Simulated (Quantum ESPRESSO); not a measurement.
# AlGeSiSN3: convergence and cost over cutoff and k mesh

Computed values, not a measurement. The program is pw.x of Quantum ESPRESSO 7.5 (plane-wave density functional theory). The cell is made up: 7 atoms on a zincblende/diamond lattice with one site empty, with randomly drawn elements, strain and displacements, not relaxed. PseudoDojo standard norm-conserving files (v0.5 for PBE, v0.4.1 for LDA and PBEsol) set the functional; there is no spin polarisation, spin-orbit coupling or dispersion term, and the masses in the input are unused placeholders.

Input of the run in row 4:

```
&control calculation='scf', pseudo_dir='./dojo.nc.sr.pbe.v0_5.standard.upf', outdir='./o', disk_io='medium', tprnfor=.true., tstress=.true. /
&system ibrav=0, nat=7, ntyp=5, nbnd=27, ecutwfc=84.00895049, nosym=.true., tot_charge=0,
 occupations='smearing', smearing='fd', degauss=0.0018374661
/
&electrons conv_thr=7.350e-09, electron_maxstep=60, /
ATOMIC_SPECIES
Al 1.0 Al.upf
Ge 1.0 Ge.upf
N 1.0 N.upf
S 1.0 S.upf
Si 1.0 Si.upf
CELL_PARAMETERS angstrom
4.4927 0.0332 -0.0198
0.0332 4.513 0.0529
-0.0198 0.0529 4.6011
ATOMIC_POSITIONS angstrom
Al 0.0609 0.0023 -0.0007
Ge -0.0343 2.2554 2.3059
Si 2.2445 0.077 2.3324
S 1.1617 1.2219 1.1633
N 1.1889 3.3501 3.4627
N 3.3366 1.1859 3.3963
N 3.3722 3.4126 1.126
K_POINTS automatic
4 4 4 1 1 1
```

The same cell was run at these settings. Meshes are shifted by half a step, and differences are from the last row, which is itself not exact.

| cutoff (eV) | k mesh | k points solved | threshold (eV) | free energy less the last row's (eV) | pressure (GPa) | largest stress difference (GPa) | largest force difference (eV/Å) | iterations | wall time (s) | k-point pools | processor |
| --- | --- | --- | --- | --- | --- | --- | --- | --- | --- | --- | --- |
| 800 | 2 x 2 x 2 | 4 | 1e-04 | 1.180 | -12.01 | 14.65 | 0.144 | 10 | 27 | 1 | AMD EPYC, Zen 5 class |
| 1143 | 2 x 2 x 2 | 4 | 1e-07 | 0.287 | 2.97 | 0.42 | 0.154 | 13 | 33 | 1 | AMD EPYC, Zen 5 class |
| 822 | 4 x 4 x 4 | 32 | 1e-07 | 0.591 | -7.97 | 10.56 | 0.016 | 12 | 104 | 1 | AMD EPYC, Zen 5 class |
| 1143 | 4 x 4 x 4 | 32 | 1e-07 | 0.003 | 2.56 | 0.01 | 0.002 | 12 | 223 | 1 | AMD EPYC, Zen 5 class |
| 1437 | 6 x 6 x 6 | 108 | 1e-07 | 0.000 | 2.56 | 0.00 | 0.000 | 12 | 120 | 4 | AMD EPYC, older |

Each pool is one process. Wall times include start-up and a band step at six k points, which weighs most on the coarsest meshes. The runs were on shared virtual cores whose load varied, so times are rough.